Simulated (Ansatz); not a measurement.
Zr3N4:
```
Zr3N4
1.0
   -3.35129     3.35129     3.35129
    3.35129    -3.35129     3.35129
    3.35129     3.35129    -3.35129
Zr N
6 8
Direct
  0.25000   0.62500   0.37500
  0.75000   0.87500   0.12500
  0.37500   0.25000   0.62500
  0.12500   0.75000   0.87500
  0.62500   0.37500   0.25000
  0.87500   0.12500   0.75000
  0.14181   0.14181   0.14181
  0.50000   0.00000   0.35819
  0.00000   0.35819   0.50000
  0.35819   0.50000   0.00000
  0.64181   0.64181   0.64181
  0.50000   0.00000   0.85819
  0.85819   0.50000   0.00000
  0.00000   0.85819   0.50000
```

Cartesian axes are those of the cell as given.

**Question.** Give the high-frequency dielectric tensor and the Born effective charge tensors of the independent atoms from DFPT, the program Ansatz at the PBEsol level (PAW).

**Answer.** 
ε∞:
```
13.2  0.00  0.00
0.00  13.2  0.00
0.00  0.00  13.2
```
Z* of atom 1 (Zr), rows: field, columns: displacement, in e:
```
 4.75   0.00   0.00
 0.00   5.06  -0.01
 0.00   0.01   5.06
```
Z* of atom 7 (N), rows: field, columns: displacement, in e:
```
-3.72  -0.38  -0.07
-0.07  -3.72  -0.38
-0.38  -0.07  -3.72
```

Static charges for comparison (Bader): Zr1 +2.17, N7 -1.63 e. Born charges measure polarisation by displacement and can exceed these by far.

Space group I-43d. The cell was relaxed with PBEsol under the symmetry of its start. The run is not spin-polarised. Scalar-relativistic: spin–orbit coupling is off unless named, which matters more the heavier the elements.

Potentials: the later of the program's two PAW sets.
